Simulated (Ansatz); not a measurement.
SnSe:
```cif
data_Se4Sn4
_chemical_formula_sum 'Sn4 Se4'
_space_group_name_H-M_alt 'P 1'
_space_group_IT_number 1
_cell_length_a 11.33261
_cell_length_b 4.11732
_cell_length_c 4.31292
_cell_angle_alpha 90.000
_cell_angle_beta 90.000
_cell_angle_gamma 90.000
loop_
_space_group_symop_operation_xyz
  'x, y, z'
loop_
_atom_site_label
_atom_site_type_symbol
_atom_site_fract_x
_atom_site_fract_y
_atom_site_fract_z
_atom_site_occupancy
Sn1 Sn 0.61772 0.75000 0.40583 1
Sn2 Sn 0.38228 0.25000 0.59417 1
Sn3 Sn 0.88228 0.25000 0.90583 1
Sn4 Sn 0.11772 0.75000 0.09417 1
Se1 Se 0.14234 0.25000 0.52416 1
Se2 Se 0.85766 0.75000 0.47584 1
Se3 Se 0.35766 0.75000 0.02416 1
Se4 Se 0.64234 0.25000 0.97584 1
```

Relaxed with LDA.

Question: Which orbitals make up the states near the band edges in LDA (plane waves, PAW; program Ansatz)?

Answer: Top 1 eV of the valence band: Se 4p 59 %, Sn 5s 21 %, Sn 5p 17 %. Bottom 1 eV of the conduction band: Sn 5p 64 %, Se 4p 17 %, Sn 5s 8 %, Se 4s 8 %. Projections are on Löwdin-orthogonalised atomic valence shells; empty p or d shells of many metals are not among them.

Question: Tabulate the density of states.

Answer: States/eV per cell of 8 atoms, in 0.25 eV bins, energy from the valence-band maximum.

```csv
E (eV),total,Se 4p,Sn 5p,Sn 5s
-7.90,3.80,1.14,0.19,2.34
-7.65,3.91,1.12,0.21,2.39
-7.40,4.19,1.18,0.23,2.56
-7.15,3.71,1.09,0.22,2.18
-6.90,5.68,1.69,0.35,3.27
-6.65,2.88,0.85,0.16,1.59
-6.40,1.42,0.41,0.07,0.74
-6.15,1.03,0.27,0.06,0.53
-5.90,0.82,0.20,0.06,0.42
-5.65,0.62,0.15,0.05,0.31
-5.40,0.56,0.21,0.15,0.15
-5.15,1.46,0.77,0.56,0.08
-4.90,2.76,1.53,1.04,0.14
-4.65,3.48,1.97,1.29,0.16
-4.40,3.55,2.06,1.28,0.14
-4.15,4.42,2.62,1.54,0.16
-3.90,4.75,2.89,1.60,0.15
-3.65,5.63,3.55,1.76,0.18
-3.40,5.15,3.27,1.55,0.20
-3.15,5.04,3.26,1.45,0.21
-2.90,5.59,3.71,1.49,0.25
-2.65,5.62,3.82,1.38,0.27
-2.40,6.00,4.19,1.33,0.32
-2.15,6.36,4.57,1.22,0.42
-1.90,6.82,5.12,1.10,0.45
-1.65,5.07,3.60,0.85,0.50
-1.40,5.23,3.16,1.08,0.84
-1.15,5.26,3.00,1.13,0.95
-0.90,5.76,3.30,1.10,1.18
-0.65,6.34,3.91,0.93,1.32
-0.40,1.26,0.74,0.19,0.30
-0.15,0.19,0.12,0.02,0.04
0.10,0.00,0.00,0.00,0.00
0.35,0.02,0.00,0.01,0.00
0.60,0.40,0.05,0.27,0.04
0.85,2.09,0.34,1.31,0.20
1.10,3.23,0.57,2.05,0.25
1.35,4.68,0.81,3.10,0.29
1.60,4.31,0.81,2.82,0.24
1.85,4.39,0.91,2.81,0.21
2.10,4.96,1.11,3.13,0.19
2.35,4.33,0.96,2.76,0.15
2.60,5.27,1.16,3.35,0.18
2.85,6.56,1.52,4.02,0.20
3.10,6.29,1.52,3.75,0.18
3.35,5.19,1.27,3.15,0.14
3.60,4.66,1.10,2.85,0.11
3.85,4.21,0.99,2.54,0.09
4.10,4.38,1.00,2.56,0.08
4.35,5.46,1.18,3.03,0.08
4.60,5.88,1.33,3.13,0.09
4.85,6.44,1.43,3.39,0.09
5.10,4.86,1.05,2.61,0.06
```

Space group Pnma. Symmetry was held in the LDA relaxation. A crystal of weakly bound layers computed without a dispersion correction: the cell and the soft elastic constants depend strongly on that. Scalar-relativistic: spin–orbit coupling is off unless named, which matters more the heavier the elements.

Potentials: the earlier of the program's two PAW sets. The files were generated under PBE; for other functionals the program regenerates the frozen cores, and for LDA and PBEsol the local potential too.
